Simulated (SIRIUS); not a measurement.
NbTe: changing the choice of potentials or basis

It takes space group P-6m2 (No. 187, hexagonal). The conventional cell has a = 3.703 Å, b = 3.703 Å, c = 3.694 Å, α = 90.00°, β = 90.00°, γ = 120.00°. Te (site symmetry -6m2) has 6 Nb at 2.83 Å as nearest neighbours. Nb (site symmetry -6m2) has 6 Te at 2.83 Å as nearest neighbours.

The cell comes from a database or a generator and needn't be the stable form of this composition.

Kept alike: task single point; functional PBE; k mesh 8 × 8 × 7; occupations fermi-dirac, width 0.05 eV; no spin polarisation. Program: SIRIUS. Cutoffs run from 557 to 1472 eV. The mesh is that of the run's cell of 2 atoms. No spin-orbit coupling.

| choice of potentials or basis | pressure (GPa) |
| --- | --- |
| GBRV 1.5 PBE (ultrasoft) | -0.08 |
| JTH 2.0 PBE (PAW) | -0.02 |
| PseudoDojo 0.4 PBE stringent (scalar relativistic) | -0.55 |
| PseudoDojo 0.4.1 PBE standard (scalar relativistic) | -0.23 |
| SG15 1.2 PBE (norm-conserving) | -0.32 |

Pressure is positive in compression; the values hold the error of the finite cutoff, so their zero can differ a little from the energy's minimum. For a metal such a mesh leaves the last digits unconverged.

What does the choice of potentials or basis change here?

The pressure runs from -0.55 (PseudoDojo 0.4 PBE stringent (scalar relativistic)) to -0.02 GPa (JTH 2.0 PBE (PAW)).
